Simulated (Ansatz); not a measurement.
Clean, relaxed (100) surface of Ta, space group Im-3m (No. 229) (top face towards +c; atoms held fixed, by place in the list: 1, 2, 3, 4, 5, 6, 7, 8):

```
CELL_PARAMETERS angstrom
6.56989 0.00000 0.00000
0.00000 6.56989 0.00000
0.00000 0.00000 23.56989
ATOMIC_POSITIONS crystal
Ta 0.25000 0.75000 0.36063
Ta 0.25000 0.25000 0.36063
Ta 0.75000 0.75000 0.36063
Ta 0.75000 0.25000 0.36063
Ta 0.50000 0.50000 0.43031
Ta 0.50000 0.00000 0.43031
Ta 0.00000 0.50000 0.43031
Ta 0.00000 0.00000 0.43031
Ta 0.75000 0.25000 0.50067
Ta 0.75000 0.75000 0.50067
Ta 0.25000 0.25000 0.50067
Ta 0.25000 0.75000 0.50067
Ta 0.00000 0.00000 0.57214
Ta 0.00000 0.50000 0.57214
Ta 0.50000 0.00000 0.57214
Ta 0.50000 0.50000 0.57214
Ta 0.25000 0.75000 0.63399
Ta 0.25000 0.25000 0.63399
Ta 0.75000 0.75000 0.63399
Ta 0.75000 0.25000 0.63399
```

Method: DFT PBE+D3(BJ), scalar-relativistic, plane waves, PAW (Ansatz 0.2.0). Cutoff 420 eV; k points 5×5×1 on the computed 20-atom cell (Γ-centred); Gaussian smearing, width 0.10 eV; no spin polarisation. A dipole correction removes the field between periodic images along c.

With the adsorbate the run is spin-polarised, so any moments that the slab's own atoms take up count into E_ads.

WF4 is adsorbed on the top face, one adsorbate per 43.2 Å², and relaxed from 2 starting sites (fractions of a and b). The adsorption energy is E(slab + adsorbate) − E(slab) − E(free adsorbate, spin-polarised where open-shell). Heights count from the highest slab atom after relaxation. Δφ is the top face's. Δp counts per cell along +c. Bonded neighbours lie within 1.25 times the sum of covalent radii (1.35 for H) and, on that scale, within 12 % of the closest. With the adsorbate the cell is lengthened along c to keep the vacuum.

| start | ends at | E_ads (eV) | height (Å) | shortest contact | Δφ (eV) | Δp (e·Å) | whole? |
| --- | --- | --- | --- | --- | --- | --- | --- |
| top (Ta) at (0.75, 0.25) | (0.75, 0.25), 1 bonded neighbour (Ta) | -3.32 | 1.81 | W–Ta 2.32 Å | +0.81 | -0.188 | yes |
| bridge (Ta-Ta) at (0.50, 0.25) | (0.50, 0.25), 2 bonded neighbours (Ta) | -4.12 | 2.11 | F–Ta 2.15 Å | +0.86 | -0.197 | yes |

Among the sites tried, the lowest end comes from the bridge (Ta-Ta) at (0.50, 0.25) start; other sites may lie lower.

Each end is the local minimum or symmetric point that its start leads to. The slab is only 6.6 Å thick, so the energies aren't converged with thickness.